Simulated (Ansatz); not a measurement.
TiC:
```yaml
crystal:
  lattice:
    - [0.00000, 2.14661, 2.14661]
    - [2.14661, 0.00000, 2.14661]
    - [2.14661, 2.14661, 0.00000]
  atoms:
    - { symbol: C, position: [0.00000, 0.00000, 0.00000] }
    - { symbol: Ti, position: [0.50000, 0.50000, 0.50000] }
```

Relaxed with PBEsol. Special points in fractions of this cell's reciprocal vectors: Γ (0.000, 0.000, 0.000); X (0.500, 0.000, 0.500); U (0.625, 0.250, 0.625); K (0.375, 0.375, 0.750); L (0.500, 0.500, 0.500); W (0.500, 0.250, 0.750).

List the band energies nearest the Fermi level at these points for DFT-PBEsol in the program Ansatz with PAW potentials.

In eV from the Fermi level; about four levels below and three above (degenerate sets whole), none deeper than 8.9 eV; points with the same levels are listed once.

```csv
k,below,above
Γ,–,0.70 0.70 0.70
X,-3.44 -1.74,0.01 0.01 2.87
U,-3.55 -3.38 -1.74,1.51 3.29 4.01
L,-8.82 -5.98 -2.97 -2.97,3.06 3.06 4.29
W,-3.20 -3.20 -2.75,2.91 2.91 3.69
```

Space group Fm-3m (rock salt). The cell was relaxed with PBEsol under the symmetry of its start. No spin polarisation was allowed.

Potentials: the later of the program's two PAW sets.
